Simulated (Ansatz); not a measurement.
Relaxation of a relaxed GaCuSe2 cell with every coordinate shifted by Gaussian noise of σ = 0.1 Å; 8 atoms in the cell, which starts as P1 (No. 1), aP8; a = b = 5.672 Å, c = 6.914 Å, α = β = 114.22°, γ = 90.00°. These are PBE (plane waves to 420 eV, PAW, scalar-relativistic; Ansatz, a first-principles code) values and carry that method's errors. Γ-centred k-mesh 5×5×6 on the run's cell (coarser than for final values), Fermi–Dirac smearing 0.05 eV. This is the first round of the run. 

The optimiser's lines from the output (shortened; P is positive under compression):

```
relax step   1: F+E_penalty+E_count = -42695.86081215 eV  Δ(F+E_penalty+E_count) = +0.000e0 eV  max|allowed force component| = 2.503e0 eV/Å  Δτ_max = 0.0000 Å  P = +1.631 GPa  Ω = 181.202 Å³  (14 SCF iters, dr2 threshold 1.00e-7 eV, accepted)
relax step   2: F+E_penalty+E_count = -42696.50802563 eV  Δ(F+E_penalty+E_count) = -6.472e-1 eV  max|allowed force component| = 7.554e-1 eV/Å  Δτ_max = 0.1913 Å  P = +0.388 GPa  Ω = 180.814 Å³  (11 SCF iters, dr2 threshold 8.00e-7 eV, accepted)
relax step   3: F+E_penalty+E_count = -42696.58983393 eV  Δ(F+E_penalty+E_count) = -8.181e-2 eV  max|allowed force component| = 3.724e-2 eV/Å  Δτ_max = 0.1067 Å  P = +0.003 GPa  Ω = 181.179 Å³  (9 SCF iters, dr2 threshold 8.00e-7 eV, accepted)
relax step   4: F+E_penalty+E_count = -42696.59334743 eV  Δ(F+E_penalty+E_count) = -3.514e-3 eV  max|allowed force component| = 1.002e-2 eV/Å  Δτ_max = 0.0203 Å  P = -0.009 GPa  Ω = 181.235 Å³  (8 SCF iters, dr2 threshold 7.55e-7 eV, accepted)
relax step   5: F+E_penalty+E_count = -42696.59519276 eV  Δ(F+E_penalty+E_count) = -1.845e-3 eV  max|allowed force component| = 1.131e-3 eV/Å  Δτ_max = 0.0049 Å  P = -0.001 GPa  Ω = 181.210 Å³  (7 SCF iters, dr2 threshold 4.10e-7 eV, accepted)
relax step   6: F+E_penalty+E_count = -42696.59519745 eV  Δ(F+E_penalty+E_count) = -4.688e-6 eV  max|allowed force component| = 1.065e-3 eV/Å  Δτ_max = 0.0000 Å  P = -0.002 GPa  Ω = 181.210 Å³  stress off target by 1.68e-2 GPa  SCF on the basis re-selected at this cell (its energy is not comparable with the rows above)  (8 SCF iters)
```

From the first to the last row the energy changes by -0.09 eV/atom and the volume by 0.0 %. The last row is marked as not comparable with the walk above it, whose basis was carried along; it does compare with step 1, since both stand on a basis selected at the nominal cutoff for their own cell.

Later rounds, restarted from the end of this one on a renewed k-mesh, logged 2 more steps and released under 0.01 eV/atom more. The final structure after all rounds: I-42d (No. 122), tI16, chalcopyrite type; a = 5.6725 Å, b = 5.6725 Å, c = 11.2631 Å, α = 90.00°, β = 90.00°, γ = 90.00°. No spin polarisation in the result.
